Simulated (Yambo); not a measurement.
## How GW settings move the gap: SrCd$_{2}$P$_{2}$

G0W0@PBEsol for SrCd2P2 (space group P-3m1, No. 164) in Yambo. Reference settings: 3×3×2 Γ-centred k mesh, bands 9 to 230 and a 8 Ry block in the screening, 230 bands in G with the Bruneval-Gonze terminator, plasmon pole fitted at 27.2 eV. The PBEsol gap Γ → Γ on this mesh is 0.64 eV; G0W0 gaps are taken between the same points.

```csv
change from the reference,G0W0 gap Γ → Γ (eV),shift of the valence edge (eV),rough Yambo cost
reference settings,1.33,-0.60,1
"90 bands in W, 90 bands in G",1.36,-0.32,about 1/3
"149 bands in W, 149 bands in G",1.33,-0.50,within a factor of two
90 bands in G,1.33,-0.54,–
149 bands in G,1.33,-0.58,–
110 bands in W,1.35,-0.44,within a factor of two
2 Ry block,1.11,-0.13,within a factor of two
3 Ry block,1.18,-0.27,within a factor of two
7 Ry block,1.32,-0.57,within a factor of two
pole fitted at 55 eV,1.32,-0.70,–
no random integration,1.31,-0.43,–
3×3×1 mesh,1.24,-0.53,about 1/2
"90 bands in G, no terminator",1.24,-0.12,–
"149 bands in G, no terminator",1.27,-0.38,–
no terminator,1.30,-0.51,–
```

The reference isn't shown to be the converged limit. Costs are rough (shared machines), scaled to the same edge states, and given only for runs that recompute the screening.

Spin-orbit splittings are left out.

Geometry of the Materials Project entry, not relaxed at this level; primitive cell a = 4.360 Å, b = 4.360 Å, c = 7.312 Å, α = 90.00°, β = 90.00°, γ = 120.00°.

The structure is a Materials Project entry; no match was found in the copy of COD used, and its stability was not checked.

A shift is the quasiparticle energy of the state minus its PBEsol energy.
